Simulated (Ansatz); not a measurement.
CaFe2As2: a fit and a missing row

CaFe2As2, I4/mmm, a = 3.931 Å, c = 10.190 Å. The structure is a Materials Project entry; whether it is the stable form wasn't checked. Ansatz: PBEsol, PAW, 420 eV, Γ-centred 10×10×10 mesh on 5 atoms, Gaussian smearing 0.10 eV; no spin polarisation. Shape and atoms are relaxed at each volume; pressure is positive in compression.

| V (Å³/atom) | P (GPa) |
| --- | --- |
| 14.799 | 7.40 |
| 15.271 | 3.29 |
| 15.743 | -0.04 |
| 16.216 | -2.69 |
| 16.688 | ? |

Q: Take V0 = 15.743 Å³/atom, count pressures from its P0 = -0.04 GPa, fit the third-order Birch–Murnaghan form to the other rows, and predict the missing pressure.

A: With the Eulerian strain f = ½[(V0/V)^(2/3) − 1] and y = (P − P0)/[3f(1 + 2f)^(5/2)], the form is the line y = B0 + 1.5 B0 (B0′ − 4) f. Rows (f, y): 0.02104, 106.3; 0.01025, 102.9; -0.00977, 95.0. Means f = 0.007173, y = 101.40; Σ(Δf)² = 0.0004888, ΣΔfΔy = 0.1810; the slope is their ratio. y = 98.74 + 370.3 f GPa, so B0 = 98.7 GPa and B0′ = 4 + 2 × (370.3)/(3 × 98.74) = 6.50. At V = 16.688, f = -0.01906, y = 91.68 and P = -4.80 GPa. The run gave -4.76 GPa, so the fit is 0.04 GPa too low, a small miss on the scale of the series. The form still works here, 33 % of the fitted range beyond its end.